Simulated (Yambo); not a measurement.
G0W0@LDA for GaP (zinc blende, space group F-43m, No. 216) in Yambo. Reference settings: 4×4×4 Γ-centred k mesh, 151 bands and a 14 Ry block in the screening, 151 bands in G with the Bruneval-Gonze terminator, plasmon pole fitted at 27.2 eV. The LDA gap Γ → X on this mesh is 1.44 eV; G0W0 gaps are taken between the same points.

```csv
change from the reference,G0W0 gap Γ → X (eV),shift of the valence edge (eV)
reference settings,2.29,-0.69
wavefunctions cut at 20 Ry,2.33,-0.66
exchange cut at 20 Ry,2.28,-0.59
"5 Ry block, no terminator",2.12,-0.45
"50 bands in W, 50 bands in G, 8 Ry block",2.21,-0.46
"28 bands in W, 28 bands in G",(withheld),-0.25
11 Ry block,2.27,-0.67
6×6×6 mesh,2.29,-0.70
```

### Question
Estimate the withheld gaps from the other rows; the computed values follow.

### Answer

- 28 bands in W, 28 bands in G, G0W0 gap Γ → X (eV): 2.20

The reference isn't shown to be the converged limit.

The standard potential for Ga keeps a d shell in the valence without the s and p states of that shell. In tests on such compounds this moved G0W0 gaps by up to about 0.9 eV, so absolute quasiparticle energies here are unreliable; differences between settings are what counts.

Spin-orbit coupling is not included.

Geometry relaxed with LDA; primitive cell a = 3.810 Å, b = 3.810 Å, c = 3.810 Å, α = 60.00°, β = 60.00°, γ = 60.00°.

A shift is the quasiparticle energy of the state minus its LDA energy.
